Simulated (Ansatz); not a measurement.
The elements of this relaxed trial crystal are hidden behind letters.

```
lattice vectors (Å)
   2.3024   -5.3209    0.0000
   2.3024    5.3209    0.0000
   0.0000    0.0000    3.4798
fractional positions
X 0.0000 0.0000 0.0000
Z 0.6489 0.3511 0.5000
Z 0.3511 0.6489 0.5000
Q 0.1587 0.8413 0.5000
Q 0.8413 0.1587 0.5000
Q 0.5000 0.5000 0.0000
```

Theory: Ansatz 0.2.0, DFT PBE, scalar-relativistic, plane waves, PAW. Settings of the last relaxation (6-atom cell): 420 eV, 10×10×12 k points, Gaussian smearing of 0.10 eV, no spin polarisation.

| Property | Result |
| --- | --- |
| Space group | Cmmm (No. 65) |
| Conventional cell | a = 4.605 Å, b = 10.642 Å, c = 3.480 Å |
| Volume per atom | 14.21 Å³ |
| Density | 5.15 g/cm³ |
| Formation energy | −1.31 eV/atom |
| Gap on the 10×10×12 mesh of the 6-atom cell | 0 eV (a metal) |

Energies are uncorrected and count from the elements' standard states at the same level.

Q: X is an s-block element of period 4, Z is a d-block element of period 5 and Q is a p-block element of period 2. Which elements are they?

A: X = Ca, Z = Zr, Q = N, so the formula is CaZr2N3. Density times volume gives a mean mass of 5.15 × 14.21/1.6605 = 44.1 u per atom, and this set has 44.1 u. Around Ca lie 6 N at 2.30–2.42 Å and 8 Zr at 3.29 Å; Zr has 1 N at 2.05 Å, 4 N at 2.30–2.35 Å, 3 Zr at 3.15–3.17 Å and 4 Ca at 3.29 Å; N on a site of symmetry m2m is surrounded by 1 Zr at 2.05 Å, 2 Zr at 2.30 Å and 2 Ca at 2.42 Å; 1 more site not described. Other sets within the hints have nearly the same mass, so mass alone doesn't settle it; this one was computed.

Symmetry constrained the relaxation, so the result can be a saddle point.
